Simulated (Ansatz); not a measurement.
## Ti₂CuSb₃: do energies and stresses tell the same story?

Computed with DFT PBEsol, scalar-relativistic, plane waves, PAW (Ansatz).

Cutoff 420 eV; k points 10×10×6 on the computed 6-atom cell (Γ-centred); Gaussian smearing, width 0.10 eV; no spin polarisation.

Relaxed cell: P-4m2, a = 3.749 Å, b = 3.749 Å, c = 8.171 Å, α = 90.00°, β = 90.00°, γ = 90.00°, 6 atoms in the primitive cell. Whether it is the stable form of this composition wasn't checked.

Energies at zero smearing and pressures from the stress tensor, at volumes with shape and atoms relaxed:
```csv
V (Å³/atom),E − E(first) (meV/atom),P (GPa)
16.842,0.00,18.01
17.416,-53.96,12.32
17.990,-89.14,7.50
18.565,-108.43,3.43
19.139,-114.31,-0.02
19.713,-108.84,-2.94
20.287,-93.76,-5.41
21.053,-61.22,-8.12
```

Q: Check P = −dE/dV between neighbouring volumes, and get the bulk modulus from the pressures alone.

A: With 1 eV/Å³ = 160.2 GPa:
```csv
middle V (Å³/atom),−ΔE/ΔV (GPa),mean P (GPa)
17.129,15.058,15.166
17.703,9.815,9.909
18.277,5.385,5.465
18.852,1.641,1.704
19.426,-1.527,-1.479
20.000,-4.209,-4.174
20.670,-6.811,-6.764
```

The two differ by 0.11 GPa at most. The mean of two end pressures misses the average over a step by about ΔV² P″/12, up to 0.08 GPa here; with that taken off 0.03 GPa remains. The stress is the derivative of the free energy, not of the energy at zero smearing, and with free energies 0.00 GPa remains. Around V = 19.139 Å³/atom, the two neighbours give B = −V ΔP/ΔV = 19.139 × 6.37 / 1.148 = 106.1 GPa, against B0 = 105.5 GPa from the Birch–Murnaghan fit of the energies.